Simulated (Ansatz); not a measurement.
SiC in space group Pnma (No. 62; Si on 4c, C on 4c), r²SCAN in the plane-wave PAW code Ansatz, all energies at zero smearing, with the estimated change up to a 700 eV cutoff added, with one set of potentials and settings (totals compare only within such a set). Cell of 8 atoms (4 Si, 4 C): -3563.720 eV.

```tsv
element	reference phase	E (eV/atom)
Si	Fd-3m, 2 atoms in the cell	-639.0667
C	P6_3/mmc, 4 atoms in the cell	-251.6711
```

Formation energy per atom, worked out: (-3563.720 − 4×(-639.0667) − 4×(-251.6711))/8 = -0.096 eV/atom (-9 kJ per mol of atoms), at 0 K, without zero-point energy or fitted corrections.

The start of the workflow was typed in or built on a structure type; neither database checked (COD, Materials Project) lists it. It is not the phase usual at ambient conditions (space group No. 186, 216). The r²SCAN relaxation kept the symmetry of its start; its stability against distortions is not shown here. The references are the lowest solids computed at this level, not always the standard phases.

Potentials: the later of the program's two PAW sets.
